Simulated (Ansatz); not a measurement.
PbO$_{2}$: pressure against volume

PbO$_{2}$, Fm-3m, a = 5.318 Å. The structure is a COD entry; whether it is the stable form wasn't checked. Ansatz: r2SCAN, PAW, 500 eV, Γ-centred 14×14×14 mesh on 3 atoms, Gaussian smearing 0.10 eV; no spin polarisation. Symmetry fixes shape and atoms, so the cell is only scaled; pressure is positive in compression.

```tsv
V (Å³/atom)	P (GPa)
11.028	?
11.404	19.52
11.780	11.80
12.156	5.36
12.532	0.03
12.908	-4.41
13.284	-8.10
13.785	-12.06
```

Problem. Take V0 = 12.532 Å³/atom, count pressures from its P0 = 0.03 GPa, fit the third-order Birch–Murnaghan form to the other rows, and predict the missing pressure.

Solution. With the Eulerian strain f = ½[(V0/V)^(2/3) − 1] and y = (P − P0)/[3f(1 + 2f)^(5/2)], the form is the line y = B0 + 1.5 B0 (B0′ − 4) f. Rows (f, y): 0.03245, 171.1; 0.02106, 168.0; 0.01026, 164.6; -0.00976, 159.3; -0.01905, 156.8; -0.03078, 153.5. Means f = 0.0006967, y = 162.22; Σ(Δf)² = 0.003004, ΣΔfΔy = 0.8345; the slope is their ratio. y = 162.0 + 277.7 f GPa, so B0 = 162.0 GPa and B0′ = 4 + 2 × (277.7)/(3 × 162.0) = 5.14. At V = 11.028, f = 0.04448, y = 174.35 and P = 28.82 GPa. The run gave 28.63 GPa, so the fit is 0.19 GPa too high, a small miss on the scale of the series.

Spin–orbit coupling is left out, which can shift energies with elements as heavy as these.

Cost: 8 runs of about 1.4 core-minutes in all, on Arm Neoverse V2 (shared hosts).